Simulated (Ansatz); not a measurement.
**Notes on WSe$_{2}$**

```
CELL_PARAMETERS angstrom
3.31384 0.00000 0.00000
-1.65692 2.86987 0.00000
0.00000 0.00000 13.08574
ATOMIC_POSITIONS crystal
W 0.33333 0.66667 0.25000
W 0.66667 0.33333 0.75000
Se 0.33333 0.66667 0.62110
Se 0.66667 0.33333 0.12110
Se 0.33333 0.66667 0.87890
Se 0.66667 0.33333 0.37890
```

Single point in Ansatz 0.2.0 with r2SCAN, no spin polarisation. Cutoff 500 eV, PAW datasets, 9×9×2 Γ-centred k mesh, fermi-dirac filling (width 0.1 eV).

Problem. Is there a gap, and of what kind?

Solution. The gap is 1.11 eV, indirect (the least direct gap found is 1.60 eV). A semilocal functional usually gives too small a gap.

Problem. Is it stable against the elements?

Solution. -0.60 eV an atom against the elements' usual phases (free molecules for gases, crystals otherwise, with no correction for O₂ or N₂), so it is bound against them; other compounds may still compete. Relaxing would lower it.

Problem. Which element gives electrons and which takes them?

Solution. Bader charges in e: W +1.17, Se -0.59. In the mean W gives up most and Se takes most.

Problem. What do density and ELF say about some of the short contacts?

Solution. W–Se at 2.55 Å: least valence density 0.54 e/Å³ and ELF 0.44 there. Both are smooth PAW fields, read partly inside the augmentation spheres.

Problem. Is the cell too large or too small?

Solution. The pressure is -1.5 GPa (compression positive), so with the atoms held at these fractions the cell would first shrink. The principal stresses -2.5, -1.0, -1.0 GPa differ, so its shape would change too.

Problem. Which orbitals make up the band edges?

Solution. Within 0.7 eV of the edges, the states project mainly on W d (70 %) and Se p (26 %) below the gap and on W d (66 %) and Se p (27 %) above it.

Problem. Which atom feels the largest force, and which way?

Solution. The largest is on Se3 (and as large on other atoms): 0.53 eV/Å, components (0.00, 0.00, 0.53). It makes 49° with the line to a nearest neighbour, W2 at 2.55 Å.

Origin: a database entry at a rescaled volume. Caveats: no spin-orbit coupling, which can shift this gap by tenths of an eV.
